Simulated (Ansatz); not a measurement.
## Ta4O: work and stress of cleavage

Method: DFT PBE, scalar-relativistic, plane waves, PAW in Ansatz 0.2.0. Settings: plane waves to 420 eV, k-mesh 14×14×4 (Γ-centred), Gaussian smearing 0.15 eV. Spin–orbit coupling is left out, which matters for the heavy elements here. No spin polarisation. Energies are free energies at this smearing, counted from the undisturbed cell; pressure is positive in compression.

Reference structure (relaxed at this level; with this scan's settings it stands at 0.1 GPa; it needn't be the usual structure):

```yaml
crystal:
  lattice:
    - [-3.25471, 0.00000, 0.00000]
    - [0.00000, -3.25471, 0.00000]
    - [0.00000, 0.00000, 14.79077]
  atoms:
    - { symbol: Ta, position: [0.00000, 0.00000, 0.07075] }
    - { symbol: Ta, position: [0.00000, 0.00000, 0.57075] }
    - { symbol: Ta, position: [0.50000, 0.50000, 0.21221] }
    - { symbol: Ta, position: [0.50000, 0.50000, 0.71221] }
    - { symbol: Ta, position: [0.50000, 0.50000, 0.92929] }
    - { symbol: Ta, position: [0.50000, 0.50000, 0.42929] }
    - { symbol: Ta, position: [0.00000, 0.00000, 0.82075] }
    - { symbol: Ta, position: [0.00000, 0.00000, 0.32075] }
    - { symbol: O, position: [0.50000, 0.50000, 0.07075] }
    - { symbol: O, position: [0.50000, 0.50000, 0.57075] }
```

The cut lies on the cell's a–b face, a (0 0 1) plane (indices in the standard cell, whose axes needn't be the Cartesian ones shown) of area 10.59 Å², between layers 2.09 Å apart. Vector c is lengthened by d along the normal with the atoms' Cartesian places fixed: one unrelaxed cut a cell. The traction is positive where the two halves pull on each other.

```csv
d (Å),energy (J/m²),traction (GPa)
-0.30,1.58,-133.5
0.00,0.00,-0.1
0.25,0.42,26.1
0.50,1.09,26.5
1.00,2.23,18.5
2.00,3.49,8.4
3.00,4.05,3.3
6.00,4.28,0.0
```

Problem. What are the work of separation and the cleavage stress, and do they fit the universal binding curve?

Solution. The energy levels off near W ≈ 4.28 J/m² (the traction is down to 0.0 GPa), the energy of the two unrelaxed faces, 2.14 J/m² each on average. The largest sampled traction is 26.5 GPa at d = 0.50 Å, and a parabola through it and its two neighbours peaks at σ_max ≈ 26.7 GPa, d ≈ 0.42 Å. The curve E = W[1 − (1 + d/ℓ)exp(−d/ℓ)] peaks in traction at d = ℓ with σ_max = W/(eℓ); with 1 J/m² per Å = 10 GPa this W and σ_max give ℓ = 0.59 Å. A parabola through that curve at the same three d peaks at 0.66 Å, against 0.42 Å here, so the traction peaks closer in than on that curve. Real crystals break at far lower stress, because cracks concentrate it, and on the plane of lowest W, which needn't be this one.

The cut is rigid; relaxing the faces lowers these energies and usually the stresses.

No gap shows at this level, though a semilocal functional can close a small gap that the real compound has; without a gap these slopes depend on the k mesh and the smearing.

Cost: 8 runs of about 17 core-minutes in all, on Arm Neoverse V2 (shared hosts).